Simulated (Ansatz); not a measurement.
Given:

ZnAg:
```xyz
2
Lattice="2.8201 0.0000 0.0000 -1.4101 2.4423 0.0000 0.0000 0.0000 4.2879" Properties=species:S:1:pos:R:3 pbc="T T T"
Zn     0.0000     0.0000     0.0000
Ag     0.0000     1.6282     2.1440
```

This is the LDA-relaxed structure. Cartesian axes are those of the cell as given.

Task: All from LDA in the plane-wave PAW code Ansatz, unless another level is named. Give the Hill bulk and shear moduli.

Result: 126 and 39.3 GPa.

Task: And the elastic constants (relaxed ions, GPa)?

Result: C11 = 163, C12 = 104, C13 = 97.4, C33 = 216, C44 = 45.9.

Task: Give the highest zone-centre frequency.

Result: 211 cm⁻¹.

Space group P-6m2. The first step of the workflow began from a Materials Project structure, measured or hypothetical; the Crystallography Open Database copy checked does not list it. COD files the formula under space group No. 221. With Zn and Ag taken as one species the cell has the higher symmetry P6_3/mmc, so it may be an ordered model of a mixed-site phase. Whether it is the stable phase at ambient conditions was not checked. The cell was relaxed with LDA under the symmetry of its start; its stability against distortions is not shown here. The run is not spin-polarised. As this level gives no gap, shear constants depend on the k-mesh and smearing (Fermi–Dirac, 0.1 eV here). As this level gives no gap, phonon frequencies hold no LO–TO term and depend on the k-mesh and smearing (Fermi–Dirac, 0.1 eV here). On the denser mesh and wider smearing of the elastic run this cell carries a stress of 0.4 GPa.

Potentials: the later of the program's two PAW sets.
